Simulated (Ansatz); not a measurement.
Input and command of a plane-wave DFT calculation in Ansatz:

```yaml
crystal:
  lattice:
    - [4.3597031454, 0.0, 0.0]
    - [-2.1798515727, 3.7756136769, 0.0]
    - [0.0, 0.0, 5.955495]
  atoms:
    - { symbol: Te, position: [0.3333333333, 0.6666666667, 0.25] }
    - { symbol: Te, position: [0.6666666667, 0.3333333333, 0.75] }
    - { symbol: Pd, position: [0.0, 0.0, 0.0] }
    - { symbol: Pd, position: [0.0, 0.0, 0.5] }
basis:
  ecutwfc: 500
kpoints:
  mp_grid: { grid: [12, 12, 8] }
hamiltonian:
  xc: r2scan
scf:
  occupations: { method: gaussian, width: 0.15 }
output:
  forces: true
  stress: true
  eigenvalues: true
```

```bash
ansatz run input.yaml --threads 1 --pin off --max-ram 2560MiB --backend cpu --events-out ev --progress --plain --runs-dir out
```

Processor: Arm Neoverse V1, 1 thread, on a host shared with other jobs.

Q: How long does it run, and how much memory does it take?

A: About 49 s on 1 thread of Arm Neoverse V1 (shared host), peak memory 0.74 GiB. It solves 41 bands at 95 k points (the mesh reduced by symmetry) with about 2499 plane waves, in 6 SCF iterations.
